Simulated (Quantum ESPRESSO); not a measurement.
Al2SiN2O2, finding a planted mistake in a log

Computed values, not a measurement. The program is pw.x of Quantum ESPRESSO 7.5 (plane-wave density functional theory). The cell is made up: 7 atoms on a wurtzite lattice with one site empty, with randomly drawn elements, strain and displacements, not relaxed. PseudoDojo standard norm-conserving files (v0.5 for PBE, v0.4.1 for LDA and PBEsol) set the functional; there is no spin polarisation, spin-orbit coupling or dispersion term, and the masses in the input are unused placeholders.

Intended input:

```
&control calculation='scf', pseudo_dir='./dojo.nc.sr.pbe.v0_5.standard.upf', outdir='./o', disk_io='low', tprnfor=.true., tstress=.true. /
&system ibrav=0, nat=7, ntyp=4, nbnd=22, ecutwfc=84.00895049, nosym=.true., tot_charge=0,
 occupations='smearing', smearing='fd', degauss=0.0018374661
/
&electrons conv_thr=7.350e-09, electron_maxstep=60, /
ATOMIC_SPECIES
Al 1.0 Al.upf
N 1.0 N.upf
O 1.0 O.upf
Si 1.0 Si.upf
CELL_PARAMETERS angstrom
3.0884 0.0386 0.0118
0.0668 5.1858 0.0102
0.0192 0.0096 4.9791
ATOMIC_POSITIONS angstrom
Al -0.0828 0.005 -0.1664
Al 1.6583 2.5526 -0.0667
Si 1.6222 0.8767 2.3533
N 0.0292 -0.0153 1.8441
O 1.6385 2.6881 1.7542
N 1.6067 0.8969 4.2475
O 0.0591 3.4904 4.3106
K_POINTS automatic
6 4 4 1 1 1
```

The log is shortened where brackets say so; the opening notice, blank lines, dates and the lines on written files are dropped, and the path of the files is cut. It prints rydbergs, bohrs and kilobars, and counts compression as positive stress. Where no state is partly filled, the Fermi energy that it prints is only some level between the filled and the empty states on the mesh, and need not lie in the true gap.

Log of the intended run:

```
     Program PWSCF v.7.5
     Parallel version (MPI & OpenMP), running on       4 processor cores
     Number of MPI processes:                 4
     Threads/MPI process:                     1
     [start-up lines left out]
     bravais-lattice index     =            0
     lattice parameter (alat)  =       5.8367  a.u.
     unit-cell volume          =     538.0453 (a.u.)^3
     number of atoms/cell      =            7
     number of atomic types    =            4
     number of electrons       =        32.00
     number of Kohn-Sham states=           22
     kinetic-energy cutoff     =      84.0090  Ry
     charge density cutoff     =     336.0358  Ry
     scf convergence threshold =      7.3E-09
     mixing beta               =       0.7000
     number of iterations used =            8  plain     mixing
     Exchange-correlation= PBE
                           (   1   4   3   4   0   0   0)
     [axes and pseudopotential details left out]
   Cartesian axes
     site n.     atom                  positions (alat units)
         1        Al     tau(   1) = (  -0.0268077   0.0016188  -0.0538744  )
         2        Al     tau(   2) = (   0.5368988   0.8264415  -0.0215951  )
         3        Si     tau(   3) = (   0.5252109   0.2838444   0.7619152  )
         4        N      tau(   4) = (   0.0094539  -0.0049536   0.5970543  )
         5        O      tau(   5) = (   0.5304883   0.8703116   0.5679479  )
         6        N      tau(   6) = (   0.5201926   0.2903845   1.3751902  )
         7        O      tau(   7) = (   0.0191345   1.1300680   1.3956197  )
     number of k points=    48  Fermi-Dirac smearing, width (Ry)=  0.0018
                       cart. coord. in units 2pi/alat
        k(    1) = (   0.0821305   0.0732405   0.0770828), wk =   0.0416667
        k(    2) = (   0.0815417   0.0729430   0.2321671), wk =   0.0416667
     [further k points left out]
     Dense  grid:    55945 G-vectors     FFT dimensions: (  36,  60,  60)
     Estimated max dynamical RAM per process >      93.46 MB
     Estimated total dynamical RAM >     332.88 MB
     Initial potential from superposition of free atoms
     starting charge      31.9945, renormalised to      32.0000
     Starting wfcs are   28 randomized atomic wfcs
     total cpu time spent up to now is        2.2 secs
     per-process dynamical memory:    70.2 Mb
     Self-consistent Calculation
     iteration #  1     ecut=    84.01 Ry     beta= 0.70
     Davidson diagonalization with overlap
     ethr =  1.00E-02,  avg # of iterations =  3.0
     total cpu time spent up to now is        4.8 secs
     total energy              =    -125.06567719 Ry
     estimated scf accuracy    <       1.89371431 Ry
     iteration #  2     ecut=    84.01 Ry     beta= 0.70
     Davidson diagonalization with overlap
     ethr =  5.92E-03,  avg # of iterations =  2.0
     total cpu time spent up to now is        7.1 secs
     total energy              =    -125.54164900 Ry
     estimated scf accuracy    <       1.86426998 Ry
     [iterations 3 to 9 left out]
     iteration # 10     ecut=    84.01 Ry     beta= 0.70
     Davidson diagonalization with overlap
     ethr =  5.62E-09,  avg # of iterations =  2.0
     total cpu time spent up to now is       25.2 secs
     total energy              =    -125.89314862 Ry
     estimated scf accuracy    <       0.00000045 Ry
     iteration # 11     ecut=    84.01 Ry     beta= 0.70
     Davidson diagonalization with overlap
     ethr =  1.40E-09,  avg # of iterations =  2.0
     total cpu time spent up to now is       27.3 secs
     End of self-consistent calculation
     [lines on levels left out]
     the Fermi energy is     8.2506 ev
!    total energy              =    -125.89314872 Ry
     estimated scf accuracy    <          4.4E-09 Ry
     smearing contrib. (-TS)   =       0.00000000 Ry
     internal energy E=F+TS    =    -125.89314872 Ry
     The total energy is F=E-TS. E is the sum of the following terms:
     one-electron contribution =     -25.02630542 Ry
     hartree contribution      =      32.00850804 Ry
     xc contribution           =     -36.68329289 Ry
     ewald contribution        =     -96.19205845 Ry
     convergence has been achieved in  11 iterations
     Forces acting on atoms (cartesian axes, Ry/au):
     atom    1 type  1   force =     0.10996620   -0.07502400    0.06980768
     atom    2 type  1   force =    -0.02647136    0.12868655    0.04539838
     atom    3 type  4   force =    -0.02741874    0.06393745   -0.03667556
     atom    4 type  2   force =     0.02239449    0.10548873   -0.02025845
     atom    5 type  3   force =    -0.00423023   -0.17522318   -0.01232568
     atom    6 type  2   force =    -0.09013518   -0.00609395   -0.09906423
     atom    7 type  3   force =     0.01589482   -0.04177160    0.05311787
     Total force =     0.337355     Total SCF correction =     0.000103
     Computing stress (Cartesian axis) and pressure
          total   stress  (Ry/bohr**3)                   (kbar)     P=      -99.63
  -0.00059687  -0.00043209   0.00002666          -87.80      -63.56        3.92
  -0.00043209  -0.00036699   0.00027875          -63.56      -53.99       41.01
   0.00002666   0.00027875  -0.00106795            3.92       41.01     -157.10
     init_run     :      2.02s CPU      2.08s WALL (       1 calls)
     electrons    :     24.91s CPU     25.11s WALL (       1 calls)
     forces       :      0.40s CPU      0.41s WALL (       1 calls)
     stress       :      1.54s CPU      1.55s WALL (       1 calls)
     [timing details left out]
     PWSCF        :     29.01s CPU     29.31s WALL
     JOB DONE.
```

A second run was made from an input with one planted mistake. Its log:

```
     Program PWSCF v.7.5
     Parallel version (MPI & OpenMP), running on       4 processor cores
     Number of MPI processes:                 4
     Threads/MPI process:                     1
     [start-up lines left out]
     bravais-lattice index     =            0
     lattice parameter (alat)  =       5.8367  a.u.
     unit-cell volume          =     538.0453 (a.u.)^3
     number of atoms/cell      =            7
     number of atomic types    =            4
     number of electrons       =        33.00
     number of Kohn-Sham states=           23
     kinetic-energy cutoff     =      84.0090  Ry
     charge density cutoff     =     336.0358  Ry
     scf convergence threshold =      7.3E-09
     mixing beta               =       0.7000
     number of iterations used =            8  plain     mixing
     Exchange-correlation= PBE
                           (   1   4   3   4   0   0   0)
     [axes and pseudopotential details left out]
   Cartesian axes
     site n.     atom                  positions (alat units)
         1        Al     tau(   1) = (  -0.0268077   0.0016188  -0.0538744  )
         2        Al     tau(   2) = (   0.5368988   0.8264415  -0.0215951  )
         3        Si     tau(   3) = (   0.5252109   0.2838444   0.7619152  )
         4        N      tau(   4) = (   0.0094539  -0.0049536   0.5970543  )
         5        O      tau(   5) = (   0.5304883   0.8703116   0.5679479  )
         6        N      tau(   6) = (   0.5201926   0.2903845   1.3751902  )
         7        O      tau(   7) = (   0.0191345   1.1300680   1.3956197  )
     number of k points=    48  Fermi-Dirac smearing, width (Ry)=  0.0018
                       cart. coord. in units 2pi/alat
        k(    1) = (   0.0821305   0.0732405   0.0770828), wk =   0.0416667
        k(    2) = (   0.0815417   0.0729430   0.2321671), wk =   0.0416667
     [further k points left out]
     Dense  grid:    55945 G-vectors     FFT dimensions: (  36,  60,  60)
     Estimated max dynamical RAM per process >      95.29 MB
     Estimated total dynamical RAM >     340.17 MB
     Initial potential from superposition of free atoms
     starting charge      31.9945, renormalised to      33.0000
     Starting wfcs are   28 randomized atomic wfcs
     total cpu time spent up to now is        2.2 secs
     per-process dynamical memory:    73.8 Mb
     Self-consistent Calculation
     iteration #  1     ecut=    84.01 Ry     beta= 0.70
     Davidson diagonalization with overlap
     ethr =  1.00E-02,  avg # of iterations =  3.0
     total cpu time spent up to now is        4.7 secs
     total energy              =    -124.65480740 Ry
     estimated scf accuracy    <       1.08973242 Ry
     iteration #  2     ecut=    84.01 Ry     beta= 0.70
     Davidson diagonalization with overlap
     ethr =  3.30E-03,  avg # of iterations =  2.4
     total cpu time spent up to now is        7.1 secs
     total energy              =    -124.93880986 Ry
     estimated scf accuracy    <       1.12546259 Ry
     [iterations 3 to 10 left out]
     iteration # 11     ecut=    84.01 Ry     beta= 0.70
     Davidson diagonalization with overlap
     ethr =  1.15E-09,  avg # of iterations =  2.0
     total cpu time spent up to now is       27.6 secs
     total energy              =    -125.14146955 Ry
     estimated scf accuracy    <       0.00000002 Ry
     iteration # 12     ecut=    84.01 Ry     beta= 0.70
     Davidson diagonalization with overlap
     ethr =  4.89E-11,  avg # of iterations =  2.9
     total cpu time spent up to now is       29.9 secs
     End of self-consistent calculation
     [lines on levels left out]
     the Fermi energy is    10.5630 ev
!    total energy              =    -125.14146955 Ry
     estimated scf accuracy    <          2.0E-09 Ry
     smearing contrib. (-TS)   =      -0.00050073 Ry
     internal energy E=F+TS    =    -125.14096882 Ry
     The total energy is F=E-TS. E is the sum of the following terms:
     one-electron contribution =     -23.60026548 Ry
     hartree contribution      =      32.14647101 Ry
     xc contribution           =     -37.49511590 Ry
     ewald contribution        =     -96.19205845 Ry
     convergence has been achieved in  12 iterations
     Forces acting on atoms (cartesian axes, Ry/au):
     atom    1 type  1   force =     0.09991119   -0.06471170    0.09630323
     atom    2 type  1   force =    -0.02243282    0.11693297    0.05399398
     atom    3 type  4   force =    -0.02296056    0.03943932   -0.06041264
     atom    4 type  2   force =     0.01746412    0.09166647   -0.00588367
     atom    5 type  3   force =    -0.00453046   -0.13575843   -0.01690218
     atom    6 type  2   force =    -0.08546190    0.00188373   -0.09246185
     atom    7 type  3   force =     0.01801043   -0.04945236    0.02536312
     Total force =     0.304987     Total SCF correction =     0.000101
     Computing stress (Cartesian axis) and pressure
          total   stress  (Ry/bohr**3)                   (kbar)     P=      223.11
   0.00148985  -0.00037504   0.00010727          219.16      -55.17       15.78
  -0.00037504   0.00168281   0.00011751          -55.17      247.55       17.29
   0.00010727   0.00011751   0.00137736           15.78       17.29      202.62
     init_run     :      1.93s CPU      2.00s WALL (       1 calls)
     electrons    :     27.56s CPU     27.77s WALL (       1 calls)
     forces       :      0.45s CPU      0.46s WALL (       1 calls)
     stress       :      1.58s CPU      1.58s WALL (       1 calls)
     [timing details left out]
     PWSCF        :     31.68s CPU     32.00s WALL
     JOB DONE.
```

Question: what was wrong in the second input?

Answer: the cell has the wrong charge. The input lines that differ, file-writing options aside:

```
- &system ibrav=0, nat=7, ntyp=4, nbnd=22, ecutwfc=84.00895049, nosym=.true., tot_charge=0,
+ &system ibrav=0, nat=7, ntyp=4, nbnd=23, ecutwfc=84.00895049, nosym=.true., tot_charge=-1,
```

|  | intended run | run with the mistake |
| --- | --- | --- |
| free energy (eV) | -1712.864 | -1702.636 |
| smearing term -TS (eV) | 0.0000 | -0.0068 |
| pressure (GPa) | -9.96 | 22.31 |
| largest force component (eV/Å) | 4.505 | 3.490 |
| largest change of a force component (eV/Å) |  | 1.015 |
| iterations | 11 | 12 |

For scale, a rerun of the intended cell at 1437 eV and a 8 x 6 x 6 mesh moved values by no more than 0.002 eV in energy, 0.02 GPa in stress and 0.003 eV/Å in force. The charged cell sits in a uniform background, so its energy and stress rest on the program's zero of potential. The number of bands, nbnd, was set by rule from the electron count and the smearing, so it follows the mistake.